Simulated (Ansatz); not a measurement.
Level of theory: Ansatz, DFT PBE, scalar-relativistic, plane waves, PAW. Cutoff 420 eV, Γ-centred meshes of about 0.25 Å⁻¹ or finer for metals and 0.3 Å⁻¹ for insulators (2π included), Gaussian smearing. No spin polarisation.

These are static total energies at zero pressure.

Compare these two cells of HfSi3O2, each relaxed at this level.

A. Space group Cm (No. 8), monoclinic, a = 10.633 Å, b = 4.023 Å, c = 7.059 Å, β = 129.4°. Around Hf lie 1 O at 1.92 Å, 2 O at 2.07 Å and 3 Si at 2.77–2.79 Å; Si on its first site has 3 Si at 2.32–2.39 Å and 1 Hf at 2.77 Å; around Si on its second site lie 1 O at 1.81 Å, 2 Si at 2.32–2.39 Å and 2 Hf at 2.79 Å; around Si on its third site lie 1 O at 1.70 Å and 3 Si at 2.39 Å; O on its first site has 1 Si at 1.81 Å and 2 Hf at 2.07 Å; 1 more site not described.

B. Space group Cmcm (No. 63), orthorhombic, a = 3.732 Å, b = 24.761 Å, c = 3.733 Å. Hf has 4 O at 2.10 Å and 4 Si at 2.93 Å; Si on its first site is surrounded by 4 Si at 2.64 Å, 4 Hf at 2.93 Å and 2 O at 3.22 Å; around Si on its second site lies 1 O at 1.75 Å; Si on its third site has 1 O at 1.75 Å; around O on its first site lie 1 Si at 1.75 Å, 2 Hf at 2.10 Å, 4 O at 2.64 Å and 5 Si at 3.17–3.22 Å; 1 more site not described.

Task: Which form is favoured at zero pressure, and by what margin per atom?

Result: B is lower, by 122 meV/atom. A has space group Cm (No. 8), 19.4 Å³/atom and no gap on its mesh; B has space group Cmcm (No. 63), 14.4 Å³/atom and no gap. The shortest distance is 1.70 Å (Si–O) in A and 1.75 Å (Si–O) in B. A holds Si–Si nets (shortest 2.32 Å); in B the shortest Si–Si distance is 2.64 Å, near bonding range too. Both come from trial cells of a structure search, whose lowest cell (C2/m, 14.3 Å³/atom) lies 29 meV/atom below the lower of the two.

Weakly bound directions are ill-defined at this level, which has no dispersion term (Cmcm), and this can change margins and order among such cells. Spin–orbit coupling, which can matter for Hf, is left out. The zero gap of Cm may come from the functional, which often closes small gaps, or the cell may be a true semimetal. With atoms moved at random, B (by 29 meV/atom) fell into a lower structure. A had no clear such test and can be a saddle point. Some candidate types were left out of the draw beforehand, so a known form may be missing.
